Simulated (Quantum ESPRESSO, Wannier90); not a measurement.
TiAl3 (I4/mmm): Wannier90 run

```
begin unit_cell_cart
ang
    3.8222100000    0.0000000000    0.0000000000
    0.0000000000    3.8222100000    0.0000000000
   -1.9111050000   -1.9111050000    4.2806700000
end unit_cell_cart
begin atoms_frac
Ti   0.0000000000  0.0000000000  0.0000000000
Al   0.5000000000  0.5000000000  0.0000000000
Al   0.2500000000 -0.2500000000  0.5000000000
Al  -0.2500000000  0.2500000000  0.5000000000
end atoms_frac
```

Cell from Materials Project (mp-542915), symmetrised, no further relaxation. Not found in the COD (Crystallography Open Database) copy used; not checked further. Method: PBEsol plane waves in Quantum ESPRESSO 7.5 (PseudoDojo norm-conserving files, 68 Ry, no spin polarisation, no spin-orbit coupling), Bloch states on a 8×8×8 mesh through Γ, Wannier90 4.0.1. Density: 12×12×12 mesh, cold smearing 0.01 Ry.

A tight-binding model is made by disentanglement and projection with no localisation steps (num_iter = 0), so the 21 orbitals stay atom-like: hydrogen-like Ti: s;p;d; Al: s;p, axes along x, y, z; frozen window up to 1.50 eV relative to the Fermi level. It follows pw.x to 3.9 meV rms for states up to 1.0 eV relative to the Fermi level. Matrix elements depend on this choice of orbitals and windows. The run ended at its step limit with the spread still drifting slowly, so a lower minimum may lie further on.

Problem. What are the on-site energies relative to the Fermi level, and how fast do the hoppings decay?

Solution. 
| atom | orbitals | energy (eV) |
|---|---|---|
| Ti1 | s | 3.91 |
| Ti1 | pz | 7.13 |
| Ti1 | px py | 8.14 |
| Ti1 | dz2 | 1.43 |
| Ti1 | dxz dyz | 1.46 |
| Ti1 | dx2-y2 | 1.27 |
| Ti1 | dxy | 1.36 |
| Al2 | s | 0.10 |
| Al2 | pz | 5.40 |
| Al2 | px py | 5.97 |
| Al3 | s | -0.33 |
| Al3 | pz | 5.04 |
| Al3 | px py | 5.12 |
| Al4 | s | -0.33 |
| Al4 | pz | 5.04 |
| Al4 | px py | 5.12 |

```json
[
 {"distance of the centres (Å)": "2–3", "largest modulus (eV)": "1.7"},
 {"distance of the centres (Å)": "3–4", "largest modulus (eV)": "1.1"},
 {"distance of the centres (Å)": "4–5", "largest modulus (eV)": "0.37"},
 {"distance of the centres (Å)": "5–6", "largest modulus (eV)": "0.53"},
 {"distance of the centres (Å)": "6–7", "largest modulus (eV)": "0.082"},
 {"distance of the centres (Å)": "7–8", "largest modulus (eV)": "0.15"},
 {"distance of the centres (Å)": "8–9", "largest modulus (eV)": "0.12"},
 {"distance of the centres (Å)": "9–10", "largest modulus (eV)": "0.024"},
 {"distance of the centres (Å)": "10–11", "largest modulus (eV)": "0.028"},
 {"distance of the centres (Å)": "11–12", "largest modulus (eV)": "0.035"},
 {"distance of the centres (Å)": "12–13", "largest modulus (eV)": "0.0085"}
]
```
